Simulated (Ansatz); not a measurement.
BeS:
```
BeS
1.0
    5.92054     0.00000     0.00000
    0.00000     3.48543     0.00000
    0.00000     0.00000     5.96941
Be S
4 4
Direct
  0.14523   0.25000   0.90518
  0.35477   0.75000   0.40518
  0.85477   0.75000   0.09482
  0.64523   0.25000   0.59482
  0.78245   0.25000   0.91508
  0.71755   0.75000   0.41508
  0.21755   0.75000   0.08492
  0.28245   0.25000   0.58492
```

This is the r²SCAN+D4-relaxed structure. Tensor components refer to the Cartesian frame of this cell.

**Question.** All from plane-wave PAW r²SCAN+D4 (Ansatz code), unless another level is named. Estimate the electron effective mass.

**Answer.** 0.42, 0.52, 0.71 mₑ (principal values).

**Question.** Next, the weight of the conduction-edge state by species (Voronoi cells)?

**Answer.** Be 58 %, S 42 %.

**Question.** Next, the valence-band maximum?

**Answer.** on the Y–Γ line, 91 % of the way from Y (k = 0.000, -0.047, 0.000).

Space group Pnma. The start of the workflow was typed in or built on a structure type; neither database checked (COD, Materials Project) lists it. COD files the formula under space group No. 216, so this cell is another polymorph or a model. Its standing as an ambient phase is unchecked. The r²SCAN+D4 relaxation kept the symmetry of its start; its stability against distortions is not shown here. The volume moved by 24 % from the start of the relaxation.

Potentials: the later of the program's two PAW sets.

Edges and masses are those of Kohn–Sham bands, whose gap is no quasiparticle gap.
